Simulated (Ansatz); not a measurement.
**What a change of settings does to a run on Li2Pd**

The cell is the one relaxed in the Materials Project (mp-728), not relaxed further here; entries there can be hypothetical.

First run: DFT, r2SCAN, PAW with Ansatz's default frozen-core files, scalar-relativistic (Ansatz 0.2.0).

Command: `ansatz run input.yaml --threads 1 --pin off --max-ram 4096MiB --backend cpu --events-out ev --progress --plain --runs-dir out` The run took about 30 s on 1 thread of a shared machine.

```yaml
crystal:
  lattice:
    - [4.2051160422, 0.0, 0.0]
    - [-2.1025580211, 3.6417373184, 0.0]
    - [0.0, 0.0, 2.67986227]
  atoms:
    - { symbol: Li, position: [0.3333333333, 0.6666666667, 0.5] }
    - { symbol: Li, position: [0.6666666667, 0.3333333333, 0.5] }
    - { symbol: Pd, position: [0.0, 0.0, 0.0] }
kpoints:
  mp_grid: { grid: [10, 10, 14] }
  band_path:
    path:
      - [0.0, 0.0, 0.0]
      - [0.5, 0.0, 0.0]
      - [0.3333333333, 0.3333333333, 0.0]
      - [0.0, 0.0, 0.0]
      - [0.0, 0.0, 0.5]
      - [0.5, 0.0, 0.5]
      - [0.3333333333, 0.3333333333, 0.5]
      - [0.0, 0.0, 0.5]
      - [0.5, 0.0, 0.5]
    npoints: 8
scf:
  occupations: { method: fermi_dirac, width: 0.03 }
hamiltonian:
  xc: r2scan
  pseudopotentials: { kind: paw }
output:
  forces: true
  stress: true
  eigenvalues: true
  efg: { contact_densities: true }
  populations: true
  bader: true
  dos: { projected: true, de: 0.2, e_range: [-14, 8] }
  write_density: true
  write_potential: true
  elf: true
  volumetric_format: npy
```

Result: converged; pressure 0.47 GPa; no gap on the k mesh; 7 SCF iterations.

Spin polarisation is left out, and whether a magnetic state lies lower isn't shown here.

The input is then changed:

```diff
@@ -23,5 +23,5 @@
     npoints: 8
 scf:
-  occupations: { method: fermi_dirac, width: 0.03 }
+  occupations: { method: fermi_dirac, width: 0.1 }
 hamiltonian:
   xc: r2scan
@@ -33,9 +33,6 @@
   efg: { contact_densities: true }
   populations: true
-  bader: true
-  dos: { projected: true, de: 0.2, e_range: [-14, 8] }
-  write_density: true
-  write_potential: true
-  elf: true
-  volumetric_format: npy
+basis:
+  ecutwfc: "58.8 Ry"
+  xc_grid: 2
```

(1) Predict the outcome of the changed run.

Results:

(1) It converged; energy at zero smearing -2.9 meV/atom from the first run; pressure 0.50 GPa; no gap on the k mesh; 7 SCF iterations.
